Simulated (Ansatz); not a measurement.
A generator proposed this cell of Sc4PbF2.

```cif
data_structure
_symmetry_space_group_name_H-M 'P6/mmm'
_symmetry_Int_Tables_number 191
_cell_length_a 5.5843
_cell_length_b 5.5843
_cell_length_c 5.3067
_cell_angle_alpha 90.000
_cell_angle_beta 90.000
_cell_angle_gamma 120.000
_cell_volume 143.32
loop_
_atom_site_label
_atom_site_type_symbol
_atom_site_symmetry_multiplicity
_atom_site_Wyckoff_symbol
_atom_site_fract_x
_atom_site_fract_y
_atom_site_fract_z
_atom_site_occupancy
Sc1 Sc 3 f 0.50000 0.00000 0.00000 1
Sc2 Sc 1 b 0.00000 0.00000 0.50000 1
Pb1 Pb 1 a 0.00000 0.00000 0.00000 1
F1 F 2 c 0.33333 0.66667 0.00000 1
```

All numbers below come from DFT PBE, scalar-relativistic, plane waves, PAW (Ansatz). Cutoff 420 eV; k points 6×6×4 on the computed 7-atom cell (Γ-centred); Gaussian smearing, width 0.10 eV; no spin polarisation.

Formation energies are uncorrected and refer to the elements' standard structures at the same level (F₂ as a molecule).

Task: What does a single point on this coarse mesh give?

Result: The pressure is 69.7 GPa (the mean over three directions, positive in compression), the largest force is 0.00 eV/Å (symmetry fixes the atoms), and the energy is +1.40 eV/atom against the elements. The shortest distance is 1.61 Å.

Task: How much does it gain on relaxing, and where does it end?

Result: Relaxing gains about 2.2 eV/atom (the start's value is from the coarse mesh, so the gain is rough) in 12 ionic steps and ends at −0.81 eV/atom on the finer mesh. The symmetry stays P6/mmm (No. 191). The volume per atom grows by 57.5 %, from 20.5 to 32.2 Å³. The shortest distance goes from 1.61 Å (Sc–F) to 2.00 Å (Sc–F). The ratio c/a of the conventional cell changes by a factor of 0.83. Conventional cell: a = 6.919 Å, c = 5.444 Å. Sc on a site of symmetry mmm is surrounded by 2 F at 2.00 Å, 2 Pb at 3.46 Å and 4 Sc at 3.46 Å; around Pb lie 2 Sc at 2.72 Å and 6 Sc at 3.46 Å; around F lie 3 Sc at 2.00 Å; 1 more site not described.

The last run used a 6×6×8 mesh (in the run's order of axes) for its 7-atom cell and Gaussian smearing of 0.10 eV. Spin–orbit coupling, which can matter for Pb, is left out. The cell is a metal run without spin, though a test with spin on the coarse mesh kept 0.7 μB a cell, so a magnetic state probably lies lower. The relaxation can't lower the symmetry of the start. Symmetry constrained the relaxation, so the result can be a saddle point.
